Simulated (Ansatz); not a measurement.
**Zn₅S₃O₂ (I-4m2) at 2 levels of theory**

One geometry, relaxed with PBE; plane waves with PAW potentials in Ansatz, scalar-relativistic. No spin polarisation. Gaps are the least over mesh and band path; pressure is positive in compression.

```cif
data_structure
_symmetry_space_group_name_H-M 'P 1'
_symmetry_Int_Tables_number 1
_cell_length_a 12.7574
_cell_length_b 12.7574
_cell_length_c 12.7574
_cell_angle_alpha 163.553
_cell_angle_beta 163.553
_cell_angle_gamma 23.341
_cell_volume 166.40
loop_
_atom_site_label
_atom_site_type_symbol
_atom_site_fract_x
_atom_site_fract_y
_atom_site_fract_z
_atom_site_occupancy
Zn1 Zn 0.69309 0.69309 0.00000 1
Zn2 Zn 0.11451 0.11451 0.00000 1
Zn3 Zn 0.50000 0.50000 0.00000 1
Zn4 Zn 0.88549 0.88549 0.00000 1
Zn5 Zn 0.30691 0.30691 0.00000 1
S1 S 0.05731 0.55731 0.50000 1
S2 S 0.44269 0.94269 0.50000 1
S3 S 0.25000 0.75000 0.50000 1
O1 O 0.84628 0.34628 0.50000 1
O2 O 0.65372 0.15372 0.50000 1
```

```csv
level,cutoff (eV),k mesh,gap (eV),pressure (GPa)
PBE,420,10×10×10,0.84,0.0
```

Question: What comes out on the same cell with r2SCAN?

Answer:
```
 level  cutoff (eV)    k mesh  gap (eV)  pressure (GPa)
r2SCAN          500  10×10×10      1.29            -3.3
```

The structure comes from a generated guess; another structure or a mixture of phases may lie lower.
